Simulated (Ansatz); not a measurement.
The elements of this relaxed trial crystal are hidden behind letters.

```
lattice vectors (Å)
   4.2816    0.0000    0.0000
   0.0000    4.2816    0.0000
   0.0000    0.0000    7.1942
fractional positions
X 0.0000 0.0000 0.0860
Z 0.5000 0.0000 0.6174
Z 0.5000 0.5000 0.8592
Z 0.0000 0.5000 0.6174
Q 0.5000 0.5000 0.3199
```

Level of theory: DFT PBE, scalar-relativistic, plane waves, PAW in Ansatz. The final run on the 5-atom cell used 420 eV, a Γ-centred 10×10×6 mesh, 0.10 eV smearing and no spin polarisation.

| Property | Result |
| --- | --- |
| Space group | P4mm (No. 99) |
| Conventional cell | a = 4.282 Å, c = 7.194 Å |
| Volume per atom | 26.38 Å³ |
| Density | 11.20 g/cm³ |
| Energy over the elements | +0.37 eV/atom |
| Gap on the 10×10×6 mesh of the 5-atom cell | 0 eV (a metal) |

Energies are uncorrected and count from the elements' standard states at the same level.

Q: X is an s-block element of period 6, Z is a d-block element of period 6 and Q is a p-block element of period 6. Which elements are they?

A: X = Ba, Z = Ta, Q = Bi, so the formula is BaTa3Bi. Density times volume gives a mean mass of 11.20 × 26.38/1.6605 = 177.9 u per atom, and this set has 177.8 u. Ba is surrounded by 4 Ta at 3.44 Å, 4 Bi at 3.46 Å, 4 Ta at 3.99 Å and 4 Ba at 4.28 Å; around Ta on a site of symmetry 2mm lie 2 Ta at 2.76 Å, 2 Bi at 3.03 Å, 4 Ta at 3.03 Å and 2 Ba at 3.99 Å; Bi is surrounded by 4 Ta at 3.03 Å, 1 Ta at 3.31 Å and 4 Ba at 3.46 Å; 1 more site not described. Other sets within the hints have nearly the same mass, so mass alone doesn't settle it; this one was computed.

Spin–orbit coupling, which can matter for Bi and Ta, is left out. Symmetry constrained the relaxation, so the result can be a saddle point.
